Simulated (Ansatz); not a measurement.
Relaxed AlN (zinc blende):

```
CELL_PARAMETERS angstrom
      0.00000     4.40253     4.40253
      2.20127     2.20127     4.40253
      2.20127     2.20127     0.00000
ATOMIC_POSITIONS crystal
  N  0.00000 0.75000 0.75000
  N  0.50000 0.75000 0.75000
  Al 0.00000 0.00000 0.00000
  Al 0.50000 0.00000 0.00000
```

The atoms are displaced by Q × the pattern below (from a DFPT mode at X = (0.5, 0.5, 0.0), largest move 1; Q in Å), at fixed cell. It is one choice among 2 degenerate patterns. (q is in reciprocal vectors of the primitive cell; the cell shown is doubled to hold the pattern.)

```csv
atom,x,y,z
N1,0.000,-1.000,0.000
N2,0.000,1.000,0.000
Al3,0.344,0.000,0.000
Al4,-0.344,0.000,0.000
```

Method: PBE (plane waves to 420 eV, PAW, scalar-relativistic; Ansatz, a first-principles code). k mesh 13×13×13 (Γ-centred), Fermi-Dirac smearing 0.05 eV. Energies are smeared free energies. Compression counts positive. AlN was relaxed with its symmetry unable to fall. The PAW data are Ansatz's earlier set. ΔE is measured from the undisplaced structure.

```csv
Q (Å),ΔE (meV/cell),P (GPa),−dE/dQ from forces (eV/Å)
-0.180,848,8.3,9.530
-0.150,?,5.8,7.888
-0.120,?,3.7,6.274
-0.090,210,2.1,4.683
-0.060,93,0.9,3.112
-0.030,?,0.2,1.553
0.000,0,0.0,0.000
0.030,?,0.2,-1.553
0.060,93,0.9,-3.112
0.090,210,2.1,-4.683
0.120,?,3.7,-6.274
0.150,?,5.8,-7.888
0.180,848,8.3,-9.530
```

Q: Fill in the missing entries.

A: 
- -0.150, ΔE (meV/cell): 587
- -0.120, ΔE (meV/cell): 374
- -0.030, ΔE (meV/cell): 23
- 0.030, ΔE (meV/cell): 23
- 0.120, ΔE (meV/cell): 374
- 0.150, ΔE (meV/cell): 587

(A displaced cell: forces are minus the slopes of the energy, force constants its curvatures, and phonons follow from these.)
